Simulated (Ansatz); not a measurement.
Input file for Ansatz (a quantum-chemistry and plane-wave program):

Ansatz 0.2 input:
```yaml
crystal:
  lattice:
    - [4.0983206592, 0.0, 0.0]
    - [0.0, 4.0983206592, 0.0]
    - [0.0, 0.0, 4.0983206592]
  atoms:
    - { symbol: La, position: [0.0, 0.0, 0.0] }
    - { symbol: B, position: [0.1999094743, 0.5, 0.5] }
    - { symbol: B, position: [0.5, 0.1999094743, 0.5] }
    - { symbol: B, position: [0.8000905257, 0.5, 0.5] }
    - { symbol: B, position: [0.5, 0.8000905257, 0.5] }
    - { symbol: B, position: [0.5, 0.5, 0.1999094743] }
    - { symbol: B, position: [0.5, 0.5, 0.8000905257] }
kpoints:
  mp_grid: { grid: [21, 21, 21] }
hamiltonian:
  xc: lda
  pseudopotentials: { kind: paw }
scf:
  occupations: { method: fermi_dirac, width: 0.1 }
elastic: { mode: relaxed_ion, stencil: two_point, amplitude: 0.005, f_tol: 0.0005 }
```

Output (shortened):

```
Pseudopotential: La, paw, valence charge 11
Pseudopotential: B, paw, valence charge 3
Functional definition: SPW92
Crystal: 7 atoms, lattice volume = 68.836 Å³
Basis set: ecut = 420 eV, 1357 PW (Γ)
Bands: 22, of which v1, the nominal top of the filled ones, is band 15 counted from 1 (14 counted from 0)
Symmetry: 48 space group operations
Space group: Pm-3m (ITA 221), of the structure as read, at distance tolerance 4.1e-5 Å
k-points: 286 of 9261
SCF 1 converged in 10 iterations: F = -6978.796762 eV  dr2 = 2.70e-15
relax step   1: F+E_penalty+E_count = -6978.79676243 eV  Δ(F+E_penalty+E_count) = +0.000e0 eV  max|allowed force component| = 5.824e-4 eV/Å  Δτ_max = 0.0000 Å  (10 SCF iters, accepted)
Crystal: 7 atoms, lattice volume = 68.836 Å³
SCF 2 converged in 6 iterations: F = -6978.796762 eV  dr2 = 2.92e-15
relax step   2: F+E_penalty+E_count = -6978.79676244 eV  Δ(F+E_penalty+E_count) = -1.064e-8 eV  max|allowed force component| = 3.150e-4 eV/Å  Δτ_max = 0.0000 Å  (6 SCF iters, accepted)
Crystal: 7 atoms, lattice volume = 68.836 Å³
SCF 3 converged in 7 iterations: F = -6978.796762 eV  dr2 = 7.98e-14
Crystal: 7 atoms, lattice volume = 68.492 Å³
Symmetry: 16 space group operations
k-points: 726 of 9261
SCF 4 converged in 10 iterations: F = -6978.793905 eV  dr2 = 3.73e-14
relax step   1: F+E_penalty+E_count = -6978.79390499 eV  Δ(F+E_penalty+E_count) = +0.000e0 eV  max|allowed force component| = 2.450e-2 eV/Å  Δτ_max = 0.0000 Å  (10 SCF iters, accepted)
Crystal: 7 atoms, lattice volume = 68.492 Å³
SCF 5 converged in 7 iterations: F = -6978.793920 eV  dr2 = 4.77e-14
relax step   2: F+E_penalty+E_count = -6978.79392045 eV  Δ(F+E_penalty+E_count) = -1.546e-5 eV  max|allowed force component| = 1.181e-3 eV/Å  Δτ_max = 0.0004 Å  (7 SCF iters, accepted)
Crystal: 7 atoms, lattice volume = 68.492 Å³
SCF 6 converged in 5 iterations: F = -6978.793920 eV  dr2 = 3.69e-14
relax step   3: F+E_penalty+E_count = -6978.79392047 eV  Δ(F+E_penalty+E_count) = -2.429e-8 eV  max|allowed force component| = 2.238e-5 eV/Å  Δτ_max = 0.0000 Å  (5 SCF iters, accepted)
Crystal: 7 atoms, lattice volume = 68.492 Å³
SCF 7 converged in 2 iterations: F = -6978.793920 eV  dr2 = 1.74e-14
Crystal: 7 atoms, lattice volume = 69.181 Å³
SCF 8 converged in 10 iterations: F = -6978.794105 eV  dr2 = 1.85e-14
relax step   1: F+E_penalty+E_count = -6978.79410528 eV  Δ(F+E_penalty+E_count) = +0.000e0 eV  max|allowed force component| = 2.768e-2 eV/Å  Δτ_max = 0.0000 Å  (10 SCF iters, accepted)
Crystal: 7 atoms, lattice volume = 69.181 Å³
SCF 9 converged in 7 iterations: F = -6978.794124 eV  dr2 = 5.05e-14
relax step   2: F+E_penalty+E_count = -6978.79412387 eV  Δ(F+E_penalty+E_count) = -1.859e-5 eV  max|allowed force component| = 1.752e-3 eV/Å  Δτ_max = 0.0004 Å  (7 SCF iters, accepted)
Crystal: 7 atoms, lattice volume = 69.181 Å³
SCF 10 converged in 5 iterations: F = -6978.794124 eV  dr2 = 9.75e-14
relax step   3: F+E_penalty+E_count = -6978.79412393 eV  Δ(F+E_penalty+E_count) = -5.668e-8 eV  max|allowed force component| = 7.651e-6 eV/Å  Δτ_max = 0.0000 Å  (5 SCF iters, accepted)
Crystal: 7 atoms, lattice volume = 69.181 Å³
SCF 11 converged in 2 iterations: F = -6978.794124 eV  dr2 = 4.60e-14
Crystal: 7 atoms, lattice volume = 68.836 Å³
Symmetry: 8 space group operations
k-points: 1331 of 9261
SCF 12 converged in 9 iterations: F = -6978.795978 eV  dr2 = 1.65e-14
relax step   1: F+E_penalty+E_count = -6978.79597780 eV  Δ(F+E_penalty+E_count) = +0.000e0 eV  max|allowed force component| = 5.126e-2 eV/Å  Δτ_max = 0.0000 Å  (9 SCF iters, accepted)
Crystal: 7 atoms, lattice volume = 68.836 Å³
SCF 13 converged in 7 iterations: F = -6978.796199 eV  dr2 = 7.86e-14
relax step   2: F+E_penalty+E_count = -6978.79619899 eV  Δ(F+E_penalty+E_count) = -2.212e-4 eV  max|allowed force component| = 1.927e-2 eV/Å  Δτ_max = 0.0016 Å  (7 SCF iters, accepted)
Crystal: 7 atoms, lattice volume = 68.836 Å³
SCF 14 converged in 7 iterations: F = -6978.796235 eV  dr2 = 3.20e-14
relax step   3: F+E_penalty+E_count = -6978.79623539 eV  Δ(F+E_penalty+E_count) = -3.640e-5 eV  max|allowed force component| = 2.866e-4 eV/Å  Δτ_max = 0.0009 Å  (7 SCF iters, accepted)
Crystal: 7 atoms, lattice volume = 68.836 Å³
SCF 15 converged in 2 iterations: F = -6978.796235 eV  dr2 = 1.04e-14
Crystal: 7 atoms, lattice volume = 68.836 Å³
SCF 16 converged in 9 iterations: F = -6978.795978 eV  dr2 = 1.69e-14
relax step   1: F+E_penalty+E_count = -6978.79597780 eV  Δ(F+E_penalty+E_count) = +0.000e0 eV  max|allowed force component| = 5.126e-2 eV/Å  Δτ_max = 0.0000 Å  (9 SCF iters, accepted)
Crystal: 7 atoms, lattice volume = 68.836 Å³
SCF 17 converged in 8 iterations: F = -6978.796235 eV  dr2 = 9.89e-15
relax step   2: F+E_penalty+E_count = -6978.79623538 eV  Δ(F+E_penalty+E_count) = -2.576e-4 eV  max|allowed force component| = 6.397e-4 eV/Å  Δτ_max = 0.0025 Å  (8 SCF iters, accepted)
Crystal: 7 atoms, lattice volume = 68.836 Å³
SCF 18 converged in 5 iterations: F = -6978.796235 eV  dr2 = 2.64e-14
relax step   3: F+E_penalty+E_count = -6978.79623539 eV  Δ(F+E_penalty+E_count) = -1.196e-8 eV  max|allowed force component| = 1.960e-4 eV/Å  Δτ_max = 0.0000 Å  (5 SCF iters, accepted)
Crystal: 7 atoms, lattice volume = 68.836 Å³
SCF 19 converged in 2 iterations: F = -6978.796235 eV  dr2 = 1.23e-14
SCF converged after 7 iterations
Stability not checked: this state was not tested for a lower state beside it, because too few of the mixer's solves of this state at the end of the SCF gave a …
Free energy (F): -6978.796762 eV
Harris-Foulkes:  -6978.796762 eV  (|F-HF|=9.09e-13)
Internal energy: -6978.768231 eV  (E = F + TS)
E sigma→0 (E₀):  -6978.782497 eV
Entropy (-TS):   -0.028532 eV (-4.076 meV/atom)
Fermi energy:    12.362397 eV
--- Per-component energies (eV) ---
  E_band       = 56.544691
  E_kinetic    = 500.389952
  E_local      = -378.402147  (includes V_loc(G=0)·N_el)
  E_nonlocal   = 173.950545
  E_hartree    = 115.726584
  E_xc         = -335.451936
  E_vxc        = -382.479501  (∫ρ·V_xc dr)
  E_paw        = -5681.746412  (= ΣΔE_a)
  E_vpaw       = -88.367305  (= ΣTr[D̂ρ^β])
  E_aug_tail   = -0.000018  (compensation charges beyond the density's cutoff)
  E_ewald      = -1373.832522
  E_core_change = 0.597722  (= ΣΔE_core)
  E_smearing   = -0.028532  (= −TS)
  E_closure    = 0.000000  (closes the sum)
  Σ components = -6978.796762   (vs F -6978.796762, Δ=0.00e0)
--- Forces (eV/Å), atoms counted from 1 ---
  atom   1  La     0.00000000     0.00000000     0.00000000
  atom   2  B      0.00031491     0.00000000     0.00000000
  atom   3  B      0.00000000     0.00031491     0.00000000
  atom   4  B     -0.00031491     0.00000000     0.00000000
  atom   5  B      0.00000000    -0.00031491     0.00000000
  atom   6  B      0.00000000     0.00000000     0.00031491
  atom   7  B      0.00000000     0.00000000    -0.00031491
  max |Σ_I F_I| component: 2.54e-17 eV/Å
--- Stress (GPa, compression-positive) ---
        0.032610       0.000000       0.000000
        0.000000       0.032610       0.000000
        0.000000       0.000000       0.032610
  P = ⅓ Tr σ = 0.0326 GPa (0.326 kbar)
--- Band table (eV; the first three rows and the last of 286) ---
  k-point 0: bands = ["-20.5045", "-4.2186", "-4.2186", "-4.2186", "-3.2432", "4.3315", "4.8738", "4.8738", "4.8738", "5.4814", "5.4814", "10.4933", "10.4933", "10.4933", "12.5817", "12.5817", "12.5817", "13.9905", "13.9905", "14.2596", "14.4580", "14.4580"]
  k-point 1: bands = ["-20.5038", "-4.2561", "-4.2165", "-4.2165", "-3.2059", "4.1751", "4.8715", "4.8715", "4.8754", "5.4914", "5.6718", "10.4145", "10.4145", "10.5008", "12.4468", "12.6714", "12.6714", "13.9938", "14.0691", "14.2627", "14.4608", "14.4608"]
  k-point 2: bands = ["-20.5019", "-4.3530", "-4.2101", "-4.2101", "-3.1087", "3.8415", "4.8643", "4.8643", "4.9147", "5.5211", "6.0703", "10.2179", "10.2179", "10.5231", "12.1297", "12.8958", "12.8958", "14.0011", "14.2187", "14.2721", "14.4692", "14.4692"]
  k-point 285: bands = ["-20.4181", "-4.5486", "-4.5465", "-4.5465", "-2.4337", "2.3744", "2.3744", "2.3913", "7.6635", "7.6952", "7.6952", "9.9449", "9.9619", "9.9619", "13.8928", "14.1757", "14.1835", "14.1835", "14.1945", "14.1945", "14.1992", "16.9577"]
--- Elastic constants: 2 strain directions × 2 members + reference (group order 48) ---
  dense FFT box of the reference and of every strained cell: 30×30×30
  strains applied: 11, 23; error gains: componentwise 1.00 (the most a stress slope's error grows in a printed constant), spectral 1.73 (1 for all six strains …
  reference relaxed by the batch: 2 steps …
  largest displacement 4.0e-6 Å; the constants are those of the deck's cell at these positions:
  atoms:
    - { symbol: La, position: [0.0, 0.0, 0.0] }
    - { symbol: B, position: [0.1999104385264848, 0.5, 0.5] }
    - { symbol: B, position: [0.5, 0.1999104385264848, 0.5] }
    - { symbol: B, position: [0.8000895614735153, 0.5, 0.5] }
    - { symbol: B, position: [0.5, 0.8000895614735153, 0.5] }
    - { symbol: B, position: [0.5, 0.5, 0.1999104385264848] }
    - { symbol: B, position: [0.5, 0.5, 0.8000895614735153] }
  C = ∂σ_k/∂η_j (tension-positive GPa; Voigt order 11 22 33 23 13 12):
       509.113     28.265     28.265      0.000      0.000      0.000
        28.265    509.113     28.265      0.000      0.000      0.000
        28.265     28.265    509.113      0.000      0.000      0.000
         0.000      0.000      0.000     97.817      0.000      0.000
         0.000      0.000      0.000      0.000     97.817      0.000
         0.000      0.000      0.000      0.000      0.000     97.817
  reference stress σ⁰ (GPa):     -0.033     -0.033     -0.033      0.000      0.000      0.000
  moduli (Voigt/Reuss/Hill, GPa): K = 188.55/188.55/188.55   G = 154.86/128.24/141.55   E = 339.66   ν = 0.200
  mechanically stable: yes (min eigenvalue of sym C = 97.82 GPa)
  strain η (Voigt 11):  stress-route row diagonal C_11 = 509.11 GPa, energy-path curvature d²(F+E_count+ΔE)/dδ²/Ω₀ = 509.11 GPa
         δ    σ_11 (GPa)             F (eV)   n_scf  n_hpsi   n_pw
    -5.000e-3      -2.6130       -6978.7939205       2  155392   1358   relax 3 steps, max|allowed force component| 2.24e-5 eV/Å
     5.000e-3       2.4781       -6978.7941239       2  158773   1370   relax 3 steps, max|allowed force component| 7.65e-6 eV/Å
  strain η (Voigt 23):  stress-route row diagonal C_44 = 97.82 GPa, energy-path curvature d²(F+E_count+ΔE)/dδ²/Ω₀ = 97.82 GPa
         δ    σ_23 (GPa)             F (eV)   n_scf  n_hpsi   n_pw
    -5.000e-3      -0.4891       -6978.7962354       2  295035   1362   relax 3 steps, max|allowed force component| 2.87e-4 eV/Å
     5.000e-3       0.4891       -6978.7962354       2  289779   1362   relax 3 steps, max|allowed force component| 1.96e-4 eV/Å
```

Cost: roughly 30 core-minutes on shared cores.

The LDA relaxation kept the symmetry of its start; of distortions, only those at the zone centre were tested. As this level gives no gap, shear constants depend on the k-mesh and smearing (Fermi–Dirac, 0.1 eV here). Spin–orbit coupling is left out wherever it is not named.

Potentials: the later of the program's two PAW sets.

Ansatz is a plane-wave DFT program.
